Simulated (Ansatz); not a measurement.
TiO2 (rutile)

```xyz
6
Lattice="4.5967 0.0000 0.0000 0.0000 4.5967 0.0000 0.0000 0.0000 2.9537" Properties=species:S:1:pos:R:3 pbc="T T T"
Ti     0.0000     0.0000     0.0000
Ti     2.2984     2.2984     1.4768
O      1.4002     1.4002     0.0000
O      3.6986     0.8981     1.4768
O      0.8981     3.6986     1.4768
O      3.1965     3.1965     0.0000
```

The slice is a (010) plane (indices of the conventional cell) through the point (0.305, 0.305, 0.000) (fractional), spanned by u = [001] and v = [100] in vectors of this cell: u (2.95 Å) and v (4.60 Å, at 90° to u). It covers one period; positions are fractions (u, v).

These are r2SCAN (plane waves to 500 eV, PAW, scalar-relativistic; Ansatz, a program for electronic structure) values and carry that method's errors. k mesh 7×7×11. These are valence fields of a PAW run, semicore shells included where kept as valence: close to a nucleus they are smooth pseudo fields. TiO2 is run without spin polarisation. TiO2 was relaxed with its symmetry unable to fall.

### Question
Predict the map of the electron localisation function (ELF) on the slice.

### Answer
| v \ u | 0.00 | 0.15 | 0.31 | 0.46 | 0.62 | 0.77 | 0.92 |
|---|---|---|---|---|---|---|---|
| 0.90 | 0.79 | 0.82 | 0.55 | 0.04 | 0.20 | 0.76 | 0.81 |
| 0.75 | 0.30 | 0.13 | 0.05 | 0.14 | 0.08 | 0.06 | 0.24 |
| 0.60 | 0.03 | 0.22 | 0.73 | 0.82 | 0.80 | 0.53 | 0.05 |
| 0.45 | 0.03 | 0.28 | 0.77 | 0.83 | 0.82 | 0.60 | 0.06 |
| 0.30 | 0.07 | 0.05 | 0.09 | 0.15 | 0.13 | 0.06 | 0.06 |
| 0.15 | 0.81 | 0.74 | 0.12 | 0.12 | 0.09 | 0.43 | 0.80 |
| 0.00 | x | 0.78 | 0.67 | 0.05 | 0.25 | 0.82 | x |

Values: electron localisation function (ELF). Points within 0.4 Å of a nucleus are blanked (x), as the pseudised field means little there.
